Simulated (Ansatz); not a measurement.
AlP in space group P-6m2 (No. 187; Al on 1a, P on 1f), PBE (plane waves, PAW; program Ansatz), all energies at zero smearing, with the estimated change up to a 700 eV cutoff added, with one set of potentials and settings (totals compare only within such a set). Cell of 2 atoms (1 Al, 1 P): -1293.474 eV.

| element | reference phase | E (eV/atom) |
|---|---|---|
| Al | Fm-3m, 1 atoms in the cell | -537.5049 |
| P | Cmce, 4 atoms in the cell | -755.6743 |

Formation energy per atom, worked out: (-1293.474 − 1×(-537.5049) − 1×(-755.6743))/2 = -0.147 eV/atom (-14 kJ per mol of atoms), at 0 K, without zero-point energy or fitted corrections.

A made-up cell: these elements were put on the sites of a structure type; neither database checked (COD, Materials Project) lists it. It is not the phase usual at ambient conditions (space group No. 216). The cell was relaxed with PBE under the symmetry of its start; its stability against distortions is not shown here. The references are the lowest solids computed at this level, not always the standard phases.

Potentials: the later of the program's two PAW sets.
